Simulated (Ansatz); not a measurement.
All numbers below come from Ansatz, DFT PBE, scalar-relativistic, plane waves, PAW. All cells share a 420 eV cutoff and Γ-centred k meshes spaced at most about 0.3 Å⁻¹ (about 0.25 or finer for metals, 2π included). No spin polarisation in the final relaxations.

These are static total energies at zero pressure.

Two forms of Lu2Si2O were relaxed alike.

A.

```cif
data_structure
_symmetry_space_group_name_H-M 'P4/mmm'
_symmetry_Int_Tables_number 123
_cell_length_a 3.0017
_cell_length_b 3.0017
_cell_length_c 9.2211
_cell_angle_alpha 90.000
_cell_angle_beta 90.000
_cell_angle_gamma 90.000
_cell_volume 83.09
loop_
_atom_site_label
_atom_site_type_symbol
_atom_site_symmetry_multiplicity
_atom_site_Wyckoff_symbol
_atom_site_fract_x
_atom_site_fract_y
_atom_site_fract_z
_atom_site_occupancy
Lu1 Lu 2 h 0.50000 0.50000 0.16760 1
Si1 Si 2 g 0.00000 0.00000 0.37266 1
O1 O 1 a 0.00000 0.00000 0.00000 1
```

B.

```cif
data_structure
_symmetry_space_group_name_H-M 'I4/mmm'
_symmetry_Int_Tables_number 139
_cell_length_a 3.4073
_cell_length_b 3.4073
_cell_length_c 14.9483
_cell_angle_alpha 90.000
_cell_angle_beta 90.000
_cell_angle_gamma 90.000
_cell_volume 173.55
loop_
_atom_site_label
_atom_site_type_symbol
_atom_site_symmetry_multiplicity
_atom_site_Wyckoff_symbol
_atom_site_fract_x
_atom_site_fract_y
_atom_site_fract_z
_atom_site_occupancy
Lu1 Lu 4 e 0.50000 0.50000 0.10038 1
Si1 Si 4 d 0.50000 0.00000 0.25000 1
O1 O 2 a 0.00000 0.00000 0.00000 1
```

Question: Which form is favoured at zero pressure, and by what margin per atom?

Answer: A is lower, by 85 meV/atom. A has space group P4/mmm (No. 123), 16.6 Å³/atom and no gap on its mesh; B has space group I4/mmm (No. 139), 17.4 Å³/atom and no gap. Counting Lu or Si atoms around O (for each partner element, those within 1.25 times its shortest distance or 1.15 times the sum of covalent radii, where it is the nearest in units of that sum or under 1.3), A and B both have O 8. A holds Si–Si pairs (shortest 2.35 Å); B holds Si–Si nets (shortest 2.41 Å). The denser one is the lower, and pressure would at first widen the difference. Both come from invented guesses. A third cell relaxed alike, in P3m1, lies 133 meV/atom below the lower of the two.

Cells relaxed within their symmetry can be saddle points.
